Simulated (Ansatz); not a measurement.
Relaxed-ion elastic tensor of LaBi (rock salt, space group No. 225) in GPa (Voigt order), DFT-PBEsol in the program Ansatz with PAW potentials; density 8.20 g/cm³, 35.24 Å³ per atom.

```
 132  12.9  12.9   0.0   0.0   0.0
12.9   132  12.9   0.0   0.0   0.0
12.9  12.9   132   0.0   0.0   0.0
 0.0   0.0   0.0  15.8   0.0   0.0
 0.0   0.0   0.0   0.0  15.8   0.0
 0.0   0.0   0.0   0.0   0.0  15.8
```

Is the crystal mechanically stable?

Yes: the smallest eigenvalue of C is 15.8 GPa.

Work out the Voigt, Reuss and Hill averages.

K_V = 52.6, K_R = 52.6, K_H = 52.6; G_V = 33.3, G_R = 22.4, G_H = 27.8 GPa.

Give Young's modulus, Poisson's ratio, Pugh's ratio and the universal anisotropy index.

E = 9KG/(3K + G) = 71.0 GPa; ν = 0.27; K/G = 1.89 (ductile by the Pugh limit of 1.75); A_U = 5G_V/G_R + K_V/K_R − 6 = 2.43.

Estimate the sound speeds and the Debye temperature.

v_l = √((K + 4G/3)/ρ) = 3310 m/s, v_t = √(G/ρ) = 1840 m/s, mean 2050 m/s; Θ = (h/k)(3n/4πV)^(1/3) v_m = 186 K.

Give the Zener ratio and Young's modulus along [100], [110] and [111].

A = 2C44/(C11 − C12) = 0.27; 1/E = S11 − 2(S11 − S12 − S44/2)Γ with Γ = 0, 1/4, 1/3 gives 130, 51.8, 43.1 GPa.

Solve the Christoffel equation for the three sound speeds along [100], [110], [111].

Eigenvalues of C_ijkl n_j n_l equal ρv². In km/s, slowest first: [100] 1.39, 1.39, 4.01; [110] 1.39, 2.69, 3.28; [111] 2.34, 2.34, 3.00.

Space group Fm-3m (rock salt). The workflow started from a Materials Project entry (that database holds measured and hypothetical structures alike); the Crystallography Open Database files this formula in space group No. 225, but the cells were not matched. Its standing as an ambient phase is unchecked. Symmetry was held in the PBEsol relaxation; of distortions, only those at the zone centre were tested. As this level gives no gap, shear constants depend on the k-mesh and smearing (Fermi–Dirac, 0.1 eV here). Spin–orbit coupling is left out wherever it is not named.

Potentials: the later of the program's two PAW sets.
